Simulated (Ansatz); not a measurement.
A relaxed structure of GaP is spoiled in several ways and relaxed again each time (noise and exchanges are one random draw each; pressure is positive under compression). Method: PBE (plane waves to 420 eV, PAW, scalar-relativistic; Ansatz, an electronic-structure program).

```cif
data_Ga4P4
_chemical_formula_sum 'P4 Ga4'
_space_group_name_H-M_alt 'F-43m'
_space_group_IT_number 216
_space_group_name_Hall 'F -4 2 3'
_cell_length_a 5.50645
_cell_length_b 5.50645
_cell_length_c 5.50645
_cell_angle_alpha 90.000
_cell_angle_beta 90.000
_cell_angle_gamma 90.000
loop_
_atom_site_label
_atom_site_type_symbol
_atom_site_symmetry_multiplicity
_atom_site_Wyckoff_symbol
_atom_site_fract_x
_atom_site_fract_y
_atom_site_fract_z
_atom_site_occupancy
P1 P 4 c 0.25000 0.25000 0.25000 1
Ga1 Ga 4 a 0.00000 0.00000 0.00000 1
```
(The calculation used a cell of 2 atoms; values per cell refer to that cell.)

```tsv
change	first pressure (GPa)	first V (Å³/atom)	released (eV/atom)	moves	outcome	final group	E − E(parent) (eV/atom)
with every coordinate shifted by Gaussian noise of σ = 0.2 Å	5.5	20.87	0.37	4	returns to the parent	F-43m	0.000
with every coordinate shifted by Gaussian noise of σ = 0.2 Å	7.7	20.87	0.54	4	returns to the parent	F-43m	0.000
deformed by the Cartesian strain tensor (xx, yy, zz, yz, xz, xy) = (-0.159, -0.092, 0.112, -0.026, 0.045, -0.049)	18.8	17.62	0.51	11	returns to the parent	F-43m	0.000
doubled along one cell vector, shaken by Gaussian noise of σ = 0.08 Å a coordinate	2.2	20.87	0.14	4	returns to the parent	F-43m	0.000
```

First-step values come from each run's starting, coarser k-mesh (7×7×7, 8×7×8, 4×7×7). The runs use different k-meshes, so differences are rounded accordingly. No spin polarisation in the result.
